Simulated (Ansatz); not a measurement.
CsPbBr3:
```
CELL_PARAMETERS angstrom
      8.52902     0.00000     0.00000
      0.00000    11.89314     0.00000
      0.00000     0.00000     8.26566
ATOMIC_POSITIONS crystal
  Pb 0.00000 0.50000 0.00000
  Pb 0.50000 0.50000 0.50000
  Pb 0.50000 0.00000 0.50000
  Pb 0.00000 0.00000 0.00000
  Cs 0.55723 0.25000 0.01608
  Cs 0.94277 0.75000 0.51608
  Cs 0.05723 0.25000 0.48392
  Cs 0.44277 0.75000 0.98392
  Br 0.29316 0.46210 0.20436
  Br 0.20684 0.53790 0.70436
  Br 0.79316 0.03790 0.29564
  Br 0.70684 0.96210 0.79564
  Br 0.70684 0.53790 0.79564
  Br 0.79316 0.46210 0.29564
  Br 0.20684 0.96210 0.70436
  Br 0.29316 0.03790 0.20436
  Br 0.01409 0.75000 0.07299
  Br 0.48591 0.25000 0.57299
  Br 0.51409 0.75000 0.42701
  Br 0.98591 0.25000 0.92701
```

Relaxed with PBE.

### Question
Map the electron localisation function on the plane through (0.557, 0.250, 0.016) spanned by u = [1, 0, 0] and v = [0, 0, 1] in lattice vectors, from plane-wave PAW PBE (Ansatz code).

### Answer
x is the fraction of u, y of v (the angle between them is 90°; rows are the nearest grid lines); atoms in the plane: Cs at (0.00, 0.00), Cs at (0.50, 0.47), Br at (0.93, 0.56), Br at (0.43, 0.91).
```
y \ x   0.000  0.100  0.175  0.275  0.375  0.450  0.550  0.625  0.725  0.825  0.900   1.00
------  -----  -----  -----  -----  -----  -----  -----  -----  -----  -----  -----  -----
1.00    0.000  0.884  0.359  0.572  0.890  0.866  0.805  0.333  0.003  0.653  0.889  0.000
0.925   0.730  0.888  0.140  0.769  0.332  0.001  0.877  0.567  0.003  0.537  0.893  0.730
0.850   0.792  0.556  0.023  0.749  0.822  0.543  0.850  0.512  0.003  0.045  0.456  0.792
0.775   0.042  0.014  0.006  0.519  0.833  0.853  0.643  0.138  0.005  0.079  0.072  0.042
0.700   0.769  0.246  0.007  0.058  0.130  0.080  0.027  0.008  0.076  0.723  0.832  0.769
0.625   0.895  0.665  0.073  0.004  0.181  0.620  0.698  0.237  0.166  0.877  0.729  0.895
0.550   0.722  0.730  0.102  0.033  0.833  0.871  0.874  0.794  0.107  0.899  0.001  0.722
0.450   0.864  0.468  0.015  0.059  0.889  0.348  0.342  0.879  0.036  0.806  0.888  0.864
0.375   0.577  0.053  0.004  0.014  0.779  0.893  0.893  0.781  0.014  0.381  0.653  0.577
0.300   0.017  0.004  0.004  0.005  0.169  0.690  0.695  0.185  0.005  0.013  0.035  0.017
0.225   0.091  0.018  0.004  0.005  0.005  0.013  0.017  0.005  0.005  0.004  0.015  0.091
0.150   0.846  0.602  0.033  0.009  0.090  0.122  0.020  0.004  0.005  0.031  0.585  0.846
0.0750  0.739  0.888  0.288  0.137  0.715  0.759  0.465  0.033  0.004  0.373  0.889  0.739
0.000   0.000  0.884  0.359  0.572  0.890  0.866  0.805  0.333  0.003  0.653  0.889  0.000
```

The density is the valence pseudo-density with augmentation charge, so density and ELF within about 1 Å of a nucleus are not all-electron values.

Space group Pnma. Symmetry was held in the PBE relaxation. Spin–orbit coupling is left out wherever it is not named.

Potentials: the later of the program's two PAW sets.
